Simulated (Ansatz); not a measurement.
# How far is PAW off for TaN?

```yaml
crystal:
  lattice:
    - [5.19600, 0.00000, 0.00000]
    - [-2.59800, 4.49987, 0.00000]
    - [0.00000, 0.00000, 2.91100]
  atoms:
    - { symbol: Ta, position: [0.33333, 0.66667, 0.50000] }
    - { symbol: Ta, position: [0.66667, 0.33333, 0.50000] }
    - { symbol: Ta, position: [0.00000, 0.00000, 0.00000] }
    - { symbol: N, position: [0.39285, 0.00000, 0.00000] }
    - { symbol: N, position: [0.60715, 0.60715, 0.00000] }
    - { symbol: N, position: [0.00000, 0.39285, 0.00000] }
```

Atom numbers follow the list: Ta1, Ta2, Ta3, N4, N5, N6.

The geometry is COD entry 2106407, unchecked; take it as a test cell.

No spin–orbit coupling, which matters for the heavy atoms here.

Methods: DFT, PBEsol, PAW with Ansatz's default frozen-core files, scalar-relativistic (Ansatz 0.2.0); DFT, PBEsol, all-electron PAW with datasets made for the crystal, scalar-relativistic (Ansatz 0.2.0); DFT, PBEsol, all-electron LAPW, scalar-relativistic (Ansatz 0.2.0).

For PAW: a Γ-centred 6×6×9 k mesh, Fermi–Dirac smearing of 0.01 eV, cutoff 420 eV, no spin polarisation; the PAW files were made with PBE, and the program remakes their frozen cores for this functional. The crystal-made all-electron datasets (AE datasets) take a cutoff of 520 eV at this cell. LAPW targets a basis error of 1 meV/atom. The Ansatz runs share mesh, smearing and spin set-up. Plane-wave (PAW) pressures include the program's estimate of the Pulay term.

Stress and pressure are positive in compression.

No spin–orbit coupling: at heavy atoms the gradients can be off by tens of per cent for that reason.

In a metal, gradients converge slowly with the k mesh: the values move by tens of per cent from one mesh to another, at times in sign, so only the comparison on one mesh counts.

Levels count from the Fermi level.

| quantity | PAW | AE datasets | LAPW |
| --- | --- | --- | --- |
| pressure (GPa) | -3.78 | -3.80 | -3.79 |
| stress xx (GPa) | -3.35 | -3.37 | -3.37 |
| stress zz (GPa) | -4.66 | -4.64 | -4.64 |
| force on N4, x (eV/Å) | ? | 0.009 | 0.009 |
| highest filled level at Γ (eV) | -0.894 | -0.894 | -0.894 |
| lowest empty level at Γ (eV) | 0.592 | 0.587 | 0.587 |
| highest filled level at H (eV) | -1.689 | -1.687 | -1.687 |
| lowest empty level at H (eV) | 2.535 | 2.533 | 2.533 |
| highest filled level at A (eV) | -2.848 | -2.848 | -2.848 |
| lowest empty level at A (eV) | 1.941 | 1.939 | 1.939 |
| field gradient Vzz at Ta1 (10²¹ V/m²) | -19.77 | ? | – |
| field gradient Vzz at Ta3 (10²¹ V/m²) | 13.78 | ? | – |
| field gradient Vzz at N4 (10²¹ V/m²) | -1.42 | -1.39 | – |

**Question.** Fill in "AE datasets" for the row "field gradient Vzz at Ta1 (10²¹ V/m²)".

**Answer.** -18.03.

**Question.** What belongs in the row "field gradient Vzz at Ta3 (10²¹ V/m²)", column "AE datasets"?

**Answer.** 10.79.

**Question.** Give the missing entry: row "force on N4, x (eV/Å)", column "PAW".

**Answer.** 0.023.
